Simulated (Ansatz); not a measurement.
A generator proposed this cell of WSe₄.

```cif
data_structure
_symmetry_space_group_name_H-M 'P 1'
_symmetry_Int_Tables_number 1
_cell_length_a 5.3809
_cell_length_b 5.3809
_cell_length_c 5.3809
_cell_angle_alpha 90.000
_cell_angle_beta 90.000
_cell_angle_gamma 90.000
_cell_volume 155.80
loop_
_atom_site_label
_atom_site_type_symbol
_atom_site_fract_x
_atom_site_fract_y
_atom_site_fract_z
_atom_site_occupancy
W1 W 0.50000 0.50000 0.50000 1
Se1 Se 0.00000 0.00000 0.00000 1
Se2 Se 0.00000 0.50000 0.50000 1
Se3 Se 0.50000 0.00000 0.50000 1
Se4 Se 0.50000 0.50000 0.00000 1
```

Computed with DFT PBE, scalar-relativistic, plane waves, PAW in Ansatz. Plane waves to 420 eV, a k mesh through Γ of 4×4×4 on the computed 5-atom cell and Gaussian smearing (0.10 eV); collinear spin from starting moments 0.0 0.0 0.0 0.0 0.0 μB.

Formation energies are uncorrected and refer to the elements' standard structures at the same level.

Problem. Estimate its pressure, forces and energy as it stands.

Solution. The pressure is -11.6 GPa (it wants to contract), the largest force is 0.00 eV/Å (symmetry fixes the atoms), and the energy is +0.83 eV/atom against the elements. The shortest distance is 2.69 Å.

Problem. Is it a good guess?

Solution. A rough one: relaxing gains about 0.37 eV/atom (the start's value is from the coarse mesh, so the gain is rough) in 8 ionic steps and ends at +0.45 eV/atom on the finer mesh. The symmetry stays Pm-3m (No. 221). The volume per atom shrinks by 24.1 %, from 31.2 to 23.6 Å³. The shortest distance goes from 2.69 Å (W–Se) to 2.45 Å (W–Se). Conventional cell: a = 4.907 Å. W has 6 Se at 2.45 Å; around Se on a site of symmetry m-3m lie 12 Se at 3.47 Å (long contacts); Se on a site of symmetry 4/mmm has 2 W at 2.45 Å and 12 Se at 3.47 Å.

The last run used an 8×8×8 mesh for its 5-atom cell and Gaussian smearing of 0.10 eV. Spin–orbit coupling, which can matter for W, is left out. The cell is a metal run without spin; a magnetic state may lie lower. The reference form of Se is held partly by dispersion forces, which this level lacks. The relaxation can't lower the symmetry of the start, and the grade says only how near the guess is to its own end. A structure relaxed within its symmetry needn't be a true minimum. Another cell of WSe4 relaxed alike, in P-43m, lies 297 meV/atom lower, so this cell isn't the stable form at this level.
